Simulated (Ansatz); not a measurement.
Trial structure of Si2Ge3, not yet relaxed:

```cif
data_structure
_symmetry_space_group_name_H-M 'P 1'
_symmetry_Int_Tables_number 1
_cell_length_a 2.9316
_cell_length_b 2.9316
_cell_length_c 23.7127
_cell_angle_alpha 90.000
_cell_angle_beta 90.000
_cell_angle_gamma 120.000
_cell_volume 176.49
loop_
_atom_site_label
_atom_site_type_symbol
_atom_site_fract_x
_atom_site_fract_y
_atom_site_fract_z
_atom_site_occupancy
Si1 Si 0.33333 0.66667 0.80000 1
Si2 Si 0.33333 0.66667 0.00000 1
Si3 Si 0.33333 0.66667 0.20000 1
Si4 Si 0.66667 0.33333 0.50000 1
Ge1 Ge 0.33333 0.66667 0.60000 1
Ge2 Ge 0.33333 0.66667 0.40000 1
Ge3 Ge 0.66667 0.33333 0.70000 1
Ge4 Ge 0.66667 0.33333 0.90000 1
Ge5 Ge 0.66667 0.33333 0.10000 1
Ge6 Ge 0.66667 0.33333 0.30000 1
```

These are results of DFT PBE, scalar-relativistic, plane waves, PAW (Ansatz), not measurements. Cutoff 420 eV; k points 6×6×1 on the computed 10-atom cell (Γ-centred); Gaussian smearing, width 0.10 eV; no spin polarisation.

Energies over the elements count from the elements' standard structures at the same level, with no fitted energy shifts.

Question: Estimate its pressure, forces and energy as it stands.

Answer: The pressure is -0.4 GPa (the mean over three directions, positive in compression), the largest force is 0.46 eV/Å, and the energy is +0.53 eV/atom against the elements. The shortest distance is 2.91 Å.

Question: How much does it gain on relaxing, and where does it end?

Answer: Relaxing gains under 0.1 eV/atom (the start's value is from the coarse mesh, so the gain is rough) in 14 ionic steps and ends at +0.46 eV/atom on the finer mesh. The symmetry stays P-6m2 (No. 187). The volume per atom stays near 17.6 Å³. The shortest distance goes from 2.91 Å (Si–Ge and Ge–Ge) to 2.81 Å (Si–Ge). Conventional cell: a = 2.950 Å, c = 23.343 Å. Si on a site of symmetry 3m is surrounded by 6 Ge at 2.82–2.84 Å and 6 Si at 2.95 Å; around Si on a site of symmetry -6m2 lie 6 Ge at 2.87 Å and 6 Si at 2.95 Å; Ge on its first site has 3 Si at 2.81 Å and 9 Ge at 2.95–3.12 Å; 3 more sites not described.

The last run used a 12×12×2 mesh (in the run's order of axes) for its 10-atom cell and Gaussian smearing of 0.10 eV. Weakly bound directions are ill-defined at this level, which has no dispersion term. The relaxation can't lower the symmetry of the start. A structure relaxed within its symmetry needn't be a true minimum. Another cell of Si2Ge3 relaxed alike, in P6/mmm, lies 151 meV/atom lower, so this cell isn't the stable form at this level.
